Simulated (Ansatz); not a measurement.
# An inverse problem

Cell vectors (Å):

```
0.0000 3.2910 3.2910
3.2910 0.0000 3.2910
3.2910 3.2910 0.0000
```

| atom | a | b | c |
| --- | --- | --- | --- |
| X | 0.0000 | 0.0000 | 0.0000 |

Method: PBEsol, PAW on Ansatz 0.2.0's default frozen-core files (fitted under PBE), scalar-relativistic. k mesh 20×20×20, strains of ±0.005, Fermi-Dirac smearing of 0.100 eV.

Elastic constants of a crystal by Kohn-Sham DFT: slopes of the stress over finite engineering strains of the given cell, Voigt indices, Cartesian axes as in the cell vectors.

```csv
index,elastic (GPa)
11,4.2
12,3.4
44,2.7
```

**Question.** All X atoms are one element. Which one was computed?

**Answer.** K; the crystal is K (Fm-3m, a database entry that needn't be its stable phase).

Keep in mind: frozen-core PAW files fitted under PBE, their cores solved anew for the functional of the run; responses of metals move with mesh and smearing.
